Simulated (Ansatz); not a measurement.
Cr3Ge (A15 (Cr3Si type), Pm-3n), a = 4.547 Å, b = 4.547 Å, c = 4.547 Å, α = 90.00°, β = 90.00°, γ = 90.00°.

Relaxed with r²SCAN.

Problem. Which orbitals make up the states near the Fermi level in r²SCAN in the plane-wave PAW code Ansatz?

Solution. Within 0.5 eV of the Fermi level: Cr 3d 94 %. Projections are on Löwdin-orthogonalised atomic valence shells; empty p or d shells of many metals are not among them.

Problem. Tabulate the density of states.

Solution. States/eV per cell of 8 atoms, in 0.25 eV bins, energy from the Fermi level.

| E (eV) | total | Cr 3d | Ge 4p | Cr 4s |
|---|---|---|---|---|
| -7.85 | 0.00 | 0.00 | 0.00 | 0.00 |
| -7.60 | 0.00 | 0.00 | 0.00 | 0.00 |
| -7.35 | 0.00 | 0.00 | 0.00 | 0.00 |
| -7.10 | 0.09 | 0.02 | 0.04 | 0.02 |
| -6.85 | 0.77 | 0.18 | 0.37 | 0.19 |
| -6.60 | 2.09 | 0.51 | 0.99 | 0.48 |
| -6.35 | 4.53 | 1.28 | 2.06 | 0.91 |
| -6.10 | 4.03 | 1.35 | 1.72 | 0.71 |
| -5.85 | 2.08 | 0.80 | 0.84 | 0.30 |
| -5.60 | 1.44 | 0.58 | 0.59 | 0.18 |
| -5.35 | 1.87 | 0.73 | 0.81 | 0.24 |
| -5.10 | 3.39 | 1.45 | 1.48 | 0.36 |
| -4.85 | 6.01 | 3.07 | 2.33 | 0.46 |
| -4.60 | 4.38 | 2.39 | 1.59 | 0.30 |
| -4.35 | 4.29 | 2.58 | 1.46 | 0.17 |
| -4.10 | 6.29 | 3.63 | 2.40 | 0.14 |
| -3.85 | 4.34 | 2.71 | 1.47 | 0.09 |
| -3.60 | 4.51 | 3.30 | 1.00 | 0.15 |
| -3.35 | 4.36 | 3.65 | 0.35 | 0.27 |
| -3.10 | 10.70 | 9.21 | 0.71 | 0.44 |
| -2.85 | 14.40 | 12.93 | 0.73 | 0.35 |
| -2.60 | 7.52 | 6.93 | 0.27 | 0.18 |
| -2.35 | 6.26 | 5.75 | 0.21 | 0.18 |
| -2.10 | 6.63 | 6.18 | 0.16 | 0.17 |
| -1.85 | 5.93 | 5.34 | 0.24 | 0.14 |
| -1.60 | 13.87 | 12.46 | 0.63 | 0.30 |
| -1.35 | 15.21 | 13.36 | 0.78 | 0.55 |
| -1.10 | 8.52 | 7.80 | 0.30 | 0.19 |
| -0.85 | 2.47 | 2.35 | 0.04 | 0.03 |
| -0.60 | 3.65 | 3.44 | 0.09 | 0.03 |
| -0.35 | 4.96 | 4.66 | 0.15 | 0.03 |
| -0.10 | 5.91 | 5.58 | 0.16 | 0.06 |
| 0.15 | 5.85 | 5.50 | 0.15 | 0.10 |
| 0.40 | 6.36 | 5.97 | 0.16 | 0.12 |
| 0.65 | 9.42 | 8.92 | 0.22 | 0.14 |
| 0.90 | 13.20 | 12.53 | 0.33 | 0.17 |
| 1.15 | 15.47 | 14.55 | 0.47 | 0.26 |
| 1.40 | 12.28 | 11.19 | 0.46 | 0.36 |
| 1.65 | 16.77 | 15.33 | 0.49 | 0.52 |
| 1.90 | 13.99 | 12.06 | 0.62 | 0.45 |

The workflow started from a Materials Project entry (that database holds measured and hypothetical structures alike); the Crystallography Open Database copy checked does not list it. Whether it is the stable phase at ambient conditions was not checked. Symmetry was held in the r²SCAN relaxation; whether a distortion lowers the energy is not shown. The run is not spin-polarised. Scalar-relativistic: spin–orbit coupling is off unless named, which matters more the heavier the elements.

Potentials: the later of the program's two PAW sets.
